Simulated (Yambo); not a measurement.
Yambo run on BaTiO$_{3}$ (space group P4mm, No. 99). The wavefunctions are LDA (pw.x of Quantum ESPRESSO, ONCV potentials, no spin-orbit coupling) ones on a 4×4×4 mesh (20 occupied bands); a = b = 3.9904 Å, c = 4.1027 Å, α = β = γ = 90.00°.

Yambo input:

```
rim_cut
gw0
dyson
el_el_corr
HF_and_locXC
ppa
em1d
RandQpts= 1000000
RandGvec= 1 Ry
EXXRLvcs= 84 Ry
VXCRLvcs= 336 Ry
Chimod= "HARTREE"
% BndsRnXp
 2 | 36 |
%
NGsBlkXp= 5 Ry
% LongDrXp
 1.0 | 1.0 | 1.0 |
%
PPAPntXp= 27.2114 eV
% GbndRnge
 1 | 36 |
%
GTermKind= "BG"
DysSolver= "n"
ExtendOut
% QPkrange
 1 | 1 | 20 | 21 |
 18 | 18 | 20 | 20 |
%
```

k points by index: 1 = Γ, 18 = A.

Resulting energies as the program prints them:

```
#    K-point    Band    Eo [eV]    E [eV]    E-Eo [eV]    Vxc [eV]    Vnlxc [eV]    Sc|Eo [eV]    Sc|E [eV]    dSc/dw|Eo [eV]    Re(Z)    Im(Z)
#
    1    20    -0.434838    -0.473328    -0.038490    -19.69941    -24.29170    4.540634    4.553803    -9.258369    0.746130    -0.002046
    1    21    1.769001    3.572170    1.803169    -18.83596    -11.43944    -5.031862    -5.593354    -8.472268    0.762568    -0.001893
    18    20    0.000000    -0.030948    -0.030948    -19.72943    -24.84564    5.074187    5.085265    -9.667761    0.737847    -0.002094
```
(The two width columns are left out.) Convergence of these settings isn't established.

Geometry of the Materials Project entry, not relaxed at this level.
